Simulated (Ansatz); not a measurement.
The elements of this relaxed trial crystal are hidden behind letters.

```
lattice vectors (Å)
  -2.4528    2.4528    8.1125
   2.4528   -2.4528    8.1125
   2.4528    2.4528   -8.1125
fractional positions
X 0.6774 0.6774 0.0000
X 0.3226 0.3226 0.0000
X 0.0000 0.0000 0.0000
Z 0.5000 0.5000 0.0000
Q 0.7500 0.2500 0.5000
Q 0.2500 0.7500 0.5000
```

The calculation used DFT PBE, scalar-relativistic, plane waves, PAW (Ansatz). Settings of the last relaxation (6-atom cell): 420 eV, 12×12×12 k points, Gaussian smearing of 0.10 eV, no spin polarisation.

* Space group: I4/mmm (No. 139)
* Conventional cell: a = 4.906 Å, c = 16.225 Å
* Volume per atom: 32.54 Å³
* Density: 5.30 g/cm³
* Formation energy: −0.15 eV/atom
* Gap on the 12×12×12 mesh of the 6-atom cell: 0 eV (a metal)

Energies are uncorrected and count from the elements' standard states at the same level.

Q: X is a d-block element of period 5, Z is a p-block element of period 5 and Q is a p-block element of period 4. Which elements are they?

A: X = Cd, Z = Te, Q = Se, so the formula is Cd3TeSe2. Density times volume gives a mean mass of 5.30 × 32.54/1.6605 = 103.9 u per atom, and this set has 103.8 u. Cd on a site of symmetry 4mm is surrounded by 4 Se at 2.72 Å and 1 Te at 2.88 Å; Te is surrounded by 2 Cd at 2.88 Å and 4 Cd at 3.47 Å; Se has 4 Cd at 2.72 Å and 4 Se at 3.47 Å; 1 more site not described. Other sets within the hints have nearly the same mass, so mass alone doesn't settle it; this one was computed.

Spin–orbit coupling, which can matter for Te, is left out. A structure relaxed within its symmetry needn't be a true minimum. Another cell of Cd3TeSe2 relaxed alike, in P6/mmm, lies 71 meV/atom lower, so this cell isn't the stable form at this level.
